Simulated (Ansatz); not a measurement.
AgCl:
```
AgCl
1.0
    0.00000     2.77243     2.77243
    2.77243     0.00000     2.77243
    2.77243     2.77243     0.00000
Ag Cl
1 1
Direct
  0.50000   0.50000   0.50000
  0.00000   0.00000   0.00000
```

Cartesian axes are those of the cell as given.

Problem. Give the high-frequency dielectric tensor and the Born effective charge tensors of the independent atoms from DFPT, r²SCAN in the plane-wave PAW code Ansatz.

Solution. 
ε∞:
```
4.52  0.00  0.00
0.00  4.52  0.00
0.00  0.00  4.52
```
Z* of atom 1 (Ag), rows: field, columns: displacement, in e:
```
1.41  0.00  0.00
0.00  1.41  0.00
0.00  0.00  1.41
```
Z* of atom 2 (Cl), rows: field, columns: displacement, in e:
```
-1.41   0.00   0.00
 0.00  -1.41   0.00
 0.00   0.00  -1.41
```

Static charges for comparison (Bader): Ag1 +0.62, Cl2 -0.62 e. Born charges measure polarisation by displacement and can exceed these by far.

Space group Fm-3m (rock salt). Symmetry was held in the r²SCAN relaxation; phonons on a q-mesh show no instability. No spin polarisation was allowed. Scalar-relativistic: spin–orbit coupling is off unless named, which matters more the heavier the elements.

Potentials: the later of the program's two PAW sets.
